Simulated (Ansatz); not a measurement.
Here is the system:

HfO2:
```xyz
3
Lattice="0.0000 2.5009 2.5009 2.5009 0.0000 2.5009 2.5009 2.5009 0.0000" Properties=species:S:1:pos:R:3 pbc="T T T"
Hf     0.0000     0.0000     0.0000
O      3.7513     3.7513     3.7513
O      1.2504     1.2504     1.2504
```

This is the LDA-relaxed structure.

Q: All from the program Ansatz at the LDA level (PAW), unless another level is named. Estimate the hole effective mass.

A: 0.28, 3.0, 3.0 mₑ (principal values).

Q: Next, the electron effective mass?

A: 0.68, 0.68, 1.1 mₑ (principal values).

Q: And the band gap?

A: 3.66 eV (direct).

Q: Give the formation energy from the elements (no fitted shifts).

A: -348 kJ/mol of atoms.

Q: Give the valence-band maximum.

A: at X.

Space group Fm-3m (fluorite). This is a known high-temperature phase of the composition, computed here at zero pressure and temperature. The LDA relaxation kept the symmetry of its start. At this level the phase is dynamically unstable (imaginary phonons). The run is not spin-polarised. The references are the lowest solids computed at this level, not always the standard phases (solids in place of the gases). Scalar-relativistic: spin–orbit coupling is off unless named, which matters more the heavier the elements.

Potentials: the earlier of the program's two PAW sets. The files were generated under PBE; for other functionals the program regenerates the frozen cores, and for LDA and PBEsol the local potential too.
